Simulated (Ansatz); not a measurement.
Theory: Ansatz 0.2.0, DFT PBE, scalar-relativistic, plane waves, PAW. Settings: cutoff 420 eV, Γ-centred meshes spaced at most about 0.3 Å⁻¹, and about 0.25 Å⁻¹ or finer for metals (2π included), Gaussian smearing. No spin polarisation in the final relaxations.

Temperature and zero-point effects are left out. All come from trial cells, and lower structures may exist.

Question: Order these relaxed structures of Al3BN2 by energy, lowest first, with the energy over the lowest of them.
1.

Space group P-3m1 (No. 164). a = 2.868 Å, b = 2.868 Å, c = 7.870 Å, α = 90.00°, β = 90.00°, γ = 120.00°
```json
{"atom": "Al", "site": "2d", "symmetry": "3m.", "x": "0.3333", "y": "0.6667", "z": "0.6999"}
{"atom": "Al", "site": "1a", "symmetry": "-3m.", "x": "0.0000", "y": "0.0000", "z": "0.0000"}
{"atom": "B", "site": "1b", "symmetry": "-3m.", "x": "0.0000", "y": "0.0000", "z": "0.5000"}
{"atom": "N", "site": "2d", "symmetry": "3m.", "x": "0.3333", "y": "0.6667", "z": "0.1492"}
```

2.

Space group P6/mmm (No. 191). a = 5.136 Å, b = 5.136 Å, c = 2.711 Å, α = 90.00°, β = 90.00°, γ = 120.00°
```tsv
atom	site	symmetry	x	y	z
Al	3g	mmm	0.5000	0.0000	0.5000
B	1b	6/mmm	0.0000	0.0000	0.5000
N	2c	-6m2	0.3333	0.6667	0.0000
```

3.

Space group C2/m (No. 12). a = 5.191 Å, b = 9.103 Å, c = 5.304 Å, α = 90.00°, β = 97.02°, γ = 90.00°
```json
{"atom": "Al", "site": "4i", "symmetry": "m", "x": "0.3993", "y": "0.0000", "z": "0.7289"}
{"atom": "Al", "site": "8j", "symmetry": "1", "x": "0.8104", "y": "0.2000", "z": "0.7507"}
{"atom": "B", "site": "4i", "symmetry": "m", "x": "0.9740", "y": "0.0000", "z": "0.6501"}
{"atom": "N", "site": "4h", "symmetry": "2", "x": "0.0000", "y": "0.3333", "z": "0.5000"}
{"atom": "N", "site": "4g", "symmetry": "2", "x": "0.0000", "y": "0.3411", "z": "0.0000"}
```

4.

Space group P-1 (No. 2). a = 4.486 Å, b = 4.585 Å, c = 8.459 Å, α = 94.51°, β = 95.49°, γ = 98.29°
```csv
atom,site,symmetry,x,y,z
Al,2i,1,0.8340,0.1920,0.2048
Al,2i,1,0.8526,0.7262,0.4505
Al,2i,1,0.2150,0.3228,0.9636
B,2i,1,0.4201,0.5298,0.3043
N,2i,1,0.5056,0.4046,0.1534
N,2i,1,0.8864,0.5289,0.6525
```

Answer: 1 (0 meV/atom), 4 (213 meV/atom), 3 (280 meV/atom), 2 (470 meV/atom). Forms: 1 P-3m1; 4 P-1; 3 C2/m; 2 P6/mmm. Counting B or N atoms around Al (for each partner element, those within 1.25 times its shortest distance or 1.15 times the sum of covalent radii, where it is the nearest in units of that sum or under 1.3; a plus sign parts groups by distance over the sum of covalent radii; a slash parts the counts of unlike sites): cell 1 has Al 6; cell 4 has Al 2/3+1; cell 3 has Al 5/5+1; cell 2 has Al 4+2. Cell 3 holds B–B pairs (shortest 1.65 Å) (bonds between like non-metal atoms; other contacts aren't counted).

A magnetic state wasn't ruled out in cells without spin, among them P6/mmm. Cells relaxed within their symmetry can be saddle points. The C2/m cell of Al3BN2 came from shaking the P6/mmm one. Some candidate types were left out of the draw beforehand, so a known form may be missing.
